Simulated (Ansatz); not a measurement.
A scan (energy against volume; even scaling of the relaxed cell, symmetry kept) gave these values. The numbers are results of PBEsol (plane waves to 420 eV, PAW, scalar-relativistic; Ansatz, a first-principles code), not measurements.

The bulk modulus B₀ (third-order Birch-Murnaghan fit) is 41.3 GPa and the pressure derivative B₀′ (fit) comes out as 4.8. The equilibrium volume of the fit is 34.16 Å³/atom.

Question: Of these crystals, all scanned alike, which one is it?
A. Ag (fcc, Cu type)
B. CdTe (zinc blende)
C. Cu (fcc, Cu type)
D. CsSnI₃ (cubic perovskite)

Answer: B, CdTe (zinc blende). The others have, for the bulk modulus: CsSnI3 18.1 GPa, Cu 168 GPa, Ag 119 GPa

All were relaxed with their symmetry unable to fall. Cu is run without spin polarisation. Spin-orbit coupling is left out. This is a high-temperature form of CsSnI3.

(A scan under strain: stresses follow from slopes of the energy per volume, elastic moduli from its curvatures.)
